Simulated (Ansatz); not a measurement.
## Sb2Pt: gradients before and after relaxing the atoms

Start: an entry of the Crystallography Open Database (COD), atoms as given.

```
Sb Pt
1.0
     6.44230    0.00000    0.00000
     0.00000    6.44230    0.00000
     0.00000    0.00000    6.44230
Sb Pt
8 4
Direct
  0.37530 0.37530 0.37530
  0.12470 0.62470 0.87530
  0.87530 0.12470 0.62470
  0.62470 0.87530 0.12470
  0.62470 0.62470 0.62470
  0.87530 0.37530 0.12470
  0.12470 0.87530 0.37530
  0.37530 0.12470 0.87530
  0.00000 0.00000 0.00000
  0.50000 0.00000 0.50000
  0.50000 0.50000 0.00000
  0.00000 0.50000 0.50000
```

Atoms are numbered from 1 in the order listed; like atoms form one site, named after its first atom.

Method: Kohn–Sham DFT in Ansatz, PBE, plane waves and PAW, scalar-relativistic, 420 eV cutoff, Γ-centred 5×5×5 k-points, Fermi–Dirac smearing 0.05 eV.

The largest force at the start is 0.15 eV/Å. Relaxing the ions at fixed cell moves them by 0.009 Å at most (atom 5, Sb) and 0.007 Å rms. End positions:

```
CELL_PARAMETERS angstrom
6.44230 0.00000 0.00000
0.00000 6.44230 0.00000
0.00000 0.00000 6.44230
ATOMIC_POSITIONS crystal
Sb 0.37450 0.37450 0.37450
Sb 0.12550 0.62550 0.87450
Sb 0.87450 0.12550 0.62550
Sb 0.62550 0.87450 0.12550
Sb 0.62550 0.62550 0.62550
Sb 0.87450 0.37450 0.12550
Sb 0.12550 0.87450 0.37450
Sb 0.37450 0.12550 0.87450
Pt 0.00000 0.00000 0.00000
Pt 0.50000 0.00000 0.50000
Pt 0.50000 0.50000 0.00000
Pt 0.00000 0.50000 0.50000
```

```tsv
site	atom	moved (Å)	first shell before	first shell after	V_zz before (10²¹ V/m²)	η before
Sb	1	0.009	3 Pt at 2.67 Å, 1 Sb at 2.78 Å	3 Pt at 2.67 Å, 1 Sb at 2.80 Å	6.19	0.00
Pt	9	0.000	6 Sb at 2.67 Å	6 Sb at 2.67 Å	-6.98	0.00
```

(1) How do the gradients change?

Results:

(1) 

```tsv
site	atom	V_zz after	η after	change of V_zz
Sb	1	6.55	0.00	+0.36
Pt	9	-6.98	0.00	0.00
```

The largest change of V_zz is on Sb, from 6.19 to 6.55. In per cent, |V_zz| changes by +6 on Sb, 0 on Pt (all sites that start above 2).

At this cell the PBE pressure is 6 GPa, so with PBE the cell would grow if it were relaxed. With no gap above 0.1 eV, as in a metal, the gradients converge slowly in k; expect changes of a tenth or more on a denser mesh. Spin–orbit coupling is left out, which shifts gradients on Pt by a few per cent in wide-gap crystals, and can shift them far more where the calculated gap is small or absent, as here. With these PAW files V_zz is typically within 2 to 3 % of all-electron values, but misses above 10 % occur on Sb.
